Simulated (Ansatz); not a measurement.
input.yaml (Ansatz)

```yaml
crystal:
  lattice:
    - [4.6735112553, 0.0, 0.0]
    - [-2.3367556276, 4.047379472, 0.0]
    - [0.0, 0.0, 2.8648623995]
  atoms:
    - { symbol: Ta, position: [0.0, 0.0, 0.0] }
    - { symbol: Ta, position: [0.3333333333, 0.6666666667, 0.5] }
    - { symbol: Ta, position: [0.6666666667, 0.3333333333, 0.5] }
hamiltonian:
  xc: lda
  pseudopotentials:
    kind: paw
    azcp:
      Ta: "pseudopotentials/Ta.paw.azcp"
basis:
  ecutwfc: 420
  fft_grid_basis: typed
kpoints:
  mp_grid: { grid: [8, 8, 11], shift: [0, 0, 0] }
magnetization:
  spin_polarized: false
scf:
  occupations: { method: fermi_dirac, width: 0.1 }
relax:
  max_steps: 60
  f_tol: 0.01
  cell: {}
```

Terminal output

```
Warning: the record states the generating functional pbe (its physics header spells it `PBE`), which answers neither for hamiltonian.xc's functional nor for the lda family's — results may be inconsistent (PPs are generated against a specific XC)
Engine: ansatz 0.2.0, aarch64-unknown-linux-gnu
Pseudopotentials: kind: paw
Pseudopotential: Ta, paw, valence charge 13, recommended cutoff 420 eV (normal) 
Functional definition: SPW92
  exchange = slater_x
  correlation = pw_c
Crystal: 3 atoms, lattice volume = 54.190 Å³
Basis set: ecut = 420 eV, 1071 PW (Γ)
Bands: 24, of which v1, the nominal top of the filled ones, is band 20 counted from 1 (19 counted from 0)
Symmetry: 24 space group operations
Space group: P6/mmm (ITA 191), of the structure as read, at distance tolerance 3.8e-5 Å
k-points: 60 of 704
Non-local potential: Ta, projectors of the file, l = 0: 3, l = 1: 2, l = 2: 2, l = 3: 1
PAW form: soft (Blöchl's): semilocal exchange-correlation on the pseudo side does not see the compensation charge
PAW frozen core: Ta, regenerated for the run's functional, and the local potential with it (the file was generated under x = pbe(κ = 0.804, μ = 0.2195149727645171), c = pbe(β = 0.06672455060314922))
PAW one-centre angular grid: Ta, 590 points (default); XC on 64 Gauss nodes
Initial density: superposition of atomic densities (neutral atoms: chi_scale 0, normalization atom), corrected by the library's trained network
Initial wavefunctions: pseudopotential atomic-orbital guess
Functional: x = slater, c = lda
SCF iter   1: F=—  HF=-29046.898047 eV  |F-HF|=—  |Δ(HF+E_count)|=         —  Δρ=1.42e-2  dr2=2.04e-1  ethr=1.77e-3  ⟨swp⟩=4.9  Hψ=5966  notcnv=0
SCF iter   2: F=—  HF=-29046.882154 eV  |F-HF|=—  |Δ(HF+E_count)|=   1.59e-2  Δρ=9.70e-3  dr2=1.16e-1  ethr=5.24e-4  ⟨swp⟩=1.0  Hψ=1920  notcnv=0
SCF iter   3: F=—  HF=-29046.864070 eV  |F-HF|=—  |Δ(HF+E_count)|=   1.81e-2  Δρ=1.63e-3  dr2=1.33e-3  ethr=2.97e-4  ⟨swp⟩=2.0  Hψ=1903  notcnv=0
SCF iter   4: F=—  HF=-29046.863847 eV  |F-HF|=—  |Δ(HF+E_count)|=   2.23e-4  Δρ=3.33e-4  dr2=1.26e-4  ethr=3.40e-6  ⟨swp⟩=2.0  Hψ=1912  notcnv=0
SCF iter   5: F=—  HF=-29046.863827 eV  |F-HF|=—  |Δ(HF+E_count)|=   1.99e-5  Δρ=7.75e-5  dr2=5.45e-6  ethr=3.22e-7  ⟨swp⟩=2.1  Hψ=1790  notcnv=0
SCF iter   6: F=—  HF=-29046.863826 eV  |F-HF|=—  |Δ(HF+E_count)|=   7.08e-7  Δρ=1.45e-5  dr2=1.15e-7  ethr=1.40e-8  ⟨swp⟩=2.0  Hψ=1834  notcnv=0
SCF iter   7: F=-29046.863826 eV  HF=-29046.863826 eV  |F-HF|=8.40e-10  |Δ(HF+E_count)|=   1.41e-8  Δρ=3.61e-6  dr2=3.03e-9  ethr=2.56e-10  ⟨swp⟩=4.0  Hψ=4506  notcnv=0
SCF 1 converged in 7 iterations: F = -29046.863826 eV  dr2 = 3.03e-9
relax step   1: F+E_penalty+E_count = -29046.86382637 eV  Δ(F+E_penalty+E_count) = +0.000e0 eV  max|allowed force component| = 1.295e-16 eV/Å  Δτ_max = 0.0000 Å  P = -5.496 GPa  Ω = 54.190 Å³  (7 SCF iters, dr2 threshold 1.00e-7 eV, accepted)
...
iter 5 did not close the SCF: its close was put off for the readings that it lacked (scf_convergence_deferred on its scf_iter line)
SCF iter   5: F=-29047.161441 eV  HF=-29047.161441 eV  |F-HF|=7.28e-12  |Δ(HF+E_count)|=    0.00e0  Δρ=4.54e-8  dr2=8.73e-13  ethr=1.00e-12  ⟨swp⟩=1.0  Hψ=1440  notcnv=0
iter 6 did not close the SCF: its close was put off for the readings that it lacked (scf_convergence_deferred on its scf_iter line)
SCF iter   6: F=-29047.161441 eV  HF=-29047.161441 eV  |F-HF|=7.28e-12  |Δ(HF+E_count)|=  7.28e-12  Δρ=7.29e-9  dr2=1.96e-14  ethr=1.00e-12  ⟨swp⟩=1.0  Hψ=1440  notcnv=0
iter 7 did not close the SCF: its close was put off for the readings that it lacked (scf_convergence_deferred on its scf_iter line)
SCF iter   7: F=-29047.161441 eV  HF=-29047.161441 eV  |F-HF|=3.64e-12  |Δ(HF+E_count)|=  1.09e-11  Δρ=1.59e-9  dr2=1.64e-15  ethr=1.00e-12  ⟨swp⟩=1.0  Hψ=1440  notcnv=0
SCF iter   8: F=-29047.161441 eV  HF=-29047.161441 eV  |F-HF|=1.46e-11  |Δ(HF+E_count)|=  1.82e-11  Δρ=5.49e-10  dr2=1.22e-16  ethr=1.00e-12  ⟨swp⟩=2.1  Hψ=3816  notcnv=0
SCF 6 converged in 8 iterations: F = -29047.161441 eV  dr2 = 1.22e-16
relax step   6: F+E_penalty+E_count = -29047.16144098 eV  Δ(F+E_penalty+E_count) = -1.520e-5 eV  max|allowed force component| = 1.110e-16 eV/Å  Δτ_max = 0.0000 Å  P = -0.005 GPa  Ω = 52.599 Å³  stress off target by 3.31e-2 GPa  SCF on the basis re-selected at this cell (its energy is not comparable with the rows above)  (8 SCF iters)
basis re-selected at this cell: Δ(F+E_penalty+E_count) = -1.520e-5 eV, ΔP = -0.002 GPa vs the last step (what re-selecting the basis moved, of the pressure what is left beyond the Pulay correction that the steps carried, after the strain that the cell walked since its last selection, with what the two solves' SCF thresholds leave and, on support functions, any second-order correction that the steps lacked; it is no measure of the basis error at this ecutwfc). The dense FFT grid was sized anew with the basis: this SCF ran on 32×32×18 points, the steps before it on 32×32×20, so part of this shift can come from that change (see relax.cell in the input reference). This SCF's stress stands 3.31e-2 GPa from its target on what of the cell is left free (relax.cell.stress_tol is 5.00e-2 GPa) and its largest allowed force component is 1.11e-16 eV/Å (relax.f_tol is 1.00e-2 eV/Å): within both
SCF converged after 8 iterations
Free energy (F): -29047.161441 eV
Harris-Foulkes:  -29047.161441 eV  (|F-HF|=1.46e-11)
Internal energy: -29047.064622 eV  (E = F + TS)
E sigma→0 (E₀):  -29047.113031 eV
Entropy (-TS):   -0.096819 eV (-32.273 meV/atom)
Fermi energy:    19.169168 eV
--- Per-component energies (eV) ---
  E_band       = -300.287933
  E_kinetic    = 1103.107983
  E_local      = -1632.930890  (includes V_loc(G=0)·N_el)
  E_nonlocal   = 63.684942
  E_hartree    = 567.316973
  E_xc         = -651.715678
  E_vxc        = -613.760686  (∫ρ·V_xc dr)
  E_paw        = -24447.524757  (= ΣΔE_a)
  E_vpaw       = -355.023727  (= ΣTr[D̂ρ^β])
  E_aug_tail   = 0.000499  (compensation charges beyond the density's cutoff)
  E_ewald      = -4049.780402
  E_core_change = 0.776708  (= ΣΔE_core)
  E_smearing   = -0.096819  (= −TS)
  E_closure    = 0.000000  (closes the sum)
  Σ components = -29047.161441   (vs F -29047.161441, Δ=0.00e0)
--- Forces (eV/Å), atoms counted from 1 ---
  atom   1  Ta    -0.00000000     0.00000000    -0.00000000
  atom   2  Ta     0.00000000     0.00000000     0.00000000
  atom   3  Ta    -0.00000000    -0.00000000    -0.00000000
  max |Σ_I F_I| component: 2.78e-17 eV/Å
--- Stress (GPa, compression-positive) ---
        0.008580      -0.000000       0.000000
       -0.000000       0.008580       0.000000
        0.000000       0.000000      -0.033075
  P = ⅓ Tr σ = -0.0053 GPa (-0.053 kbar)
--- Relaxed structure (5 steps of the walk, 4 accepted, 1 SCFs on fresh bases) ---
  F+E_penalty+E_count = -29047.16144098 eV   max|allowed force component| = 1.110e-16 eV/Å   (the final SCF, on the basis selected at the relaxed cell)
  cell:  # Å, volume = 52.5989 Å³
    - [4.765996643388459, -2.943863466175078e-11, 0.0]
    - [-2.382998321668735, 4.1274741675404885, 0.0]
    - [0.0, 0.0, 2.6738602232144544]
  atoms:
    - { symbol: Ta, position: [-9.42965098521256e-36, -2.114871783328946e-35, 0.0] }
    - { symbol: Ta, position: [0.33333333333333337, 0.6666666666666666, 0.5] }
    - { symbol: Ta, position: [0.6666666666666667, 0.33333333333333337, 0.5] }
```
